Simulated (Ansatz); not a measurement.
## InP with Ti replacing In: gradients before and after relaxing the atoms

Start: a supercell of InP (zinc blende type, F-43m) built from a COD entry (the entry's cell lengths or inner coordinates differ somewhat from later room-temperature determinations), with all atoms left at the host's positions.

Space group F-43m (No. 216); a = 17.5830 Å.

```
site  Wyckoff  site symmetry       x       y       z
  Ti       4a           -43m  0.0000  0.0000  0.0000
 In2      48h            ..m  0.1667  0.0000  0.1667
 In5      16e            .3m  0.3333  0.8333  0.1667
 In9      16e            .3m  0.6667  0.6667  0.3333
In15      24f           2.mm  0.5000  0.6667  0.5000
 P28      16e            .3m  0.0833  0.9167  0.0833
 P29      24g           2.mm  0.2500  0.9167  0.2500
 P33      48h            ..m  0.5833  0.7500  0.4167
 P41      16e            .3m  0.4167  0.5833  0.4167
 P54       4c           -43m  0.7500  0.2500  0.7500
```

One atom of each set is listed; the run and its k-mesh use a cell of 54 atoms with edges of 12.43, 12.43, 12.43 Å.

The numbers come from a DFT calculation in Ansatz (PBE, plane waves and PAW, scalar-relativistic, 420 eV cutoff, Γ-centred 2×2×2 k-points, Fermi–Dirac smearing 0.01 eV, cell charge +1).

The largest force at the start is 1.4 eV/Å. Relaxing the ions at fixed cell moves them by 0.137 Å at most (atom 30, P) and 0.038 Å rms.

```
site  moved (Å)              first shell before               first shell after  V_zz before (10²¹ V/m²)  η before
  Ti      0.000                   4 P at 2.54 Å                   4 P at 2.40 Å                     0.00         –
 In2      0.015                   4 P at 2.54 Å              4 P at 2.53–2.59 Å                     3.01      0.26
 In5      0.006                   4 P at 2.54 Å              4 P at 2.53–2.54 Å                    -0.59      0.00
 In9      0.006                   4 P at 2.54 Å              4 P at 2.53–2.54 Å                    -0.50      0.00
In15      0.011                   4 P at 2.54 Å              4 P at 2.53–2.54 Å                     0.28      0.99
 P28      0.137  1 Ti at 2.54 Å, 3 In at 2.54 Å  1 Ti at 2.40 Å, 3 In at 2.59 Å                    -2.48      0.00
 P29      0.005                  4 In at 2.54 Å             4 In at 2.54–2.55 Å                     1.11      0.32
 P33      0.008                  4 In at 2.54 Å             4 In at 2.53–2.54 Å                    -0.44      0.06
 P41      0.000                  4 In at 2.54 Å                  4 In at 2.53 Å                    0.065      0.00
```

Question: How do the gradients change?

Answer: 

```tsv
site	V_zz after	η after	change of V_zz
Ti	0.00	–	0.00
In2	4.72	0.46	+1.71
In5	-0.67	0.00	-0.08
In9	-0.76	0.00	-0.26
In15	-0.60	0.91	–
P28	-3.79	0.00	-1.31
P29	1.29	0.25	+0.18
P33	-0.37	0.30	+0.07
P41	0.077	0.00	+0.01
```

The largest change of V_zz along a kept axis is on In2, from 3.01 to 4.72. In per cent, |V_zz| changes by +13 to +57 on In, +16 to +53 on P (all sites that start above 0.5). Where |V_zz| stays above 0.1 and the axes keep their order, η moves most on In2, from 0.26 to 0.46. On P33 V_xx and V_yy change places (or their axes turn by over 50°), so the two values of η hide a larger change. On In15 the largest principal value lies along another axis in the second run, so the two V_zz can't be compared directly. Other sites without a gradient aren't listed.

The defect repeats with the cell of 54 atoms, so it feels its images: sites between two images don't show the values beside a lone defect, and zeros or small values of η there can come from the images' arrangement. A uniform background compensates the cell's charge. Without spin–orbit coupling (the program notes it for In) the gradients can shift by some per cent, and by up to a factor of two as the program warns, since there is only a small gap.
Before: With a gap of 0.5 eV on this mesh, small gradients can still move by 0.1 × 10²¹ V/m² or more as the k-mesh gets denser. The neighbours have not yet relaxed around the defect (largest force 1.4 eV/Å), and relaxing can change the values around it severalfold.
After: The relaxation keeps the site symmetry -43m of the start, so the impurity can't leave its site; a start off the site could end lower. With a gap of 0.7 eV on this mesh, small gradients can still move by 0.1 × 10²¹ V/m² or more as the k-mesh gets denser.
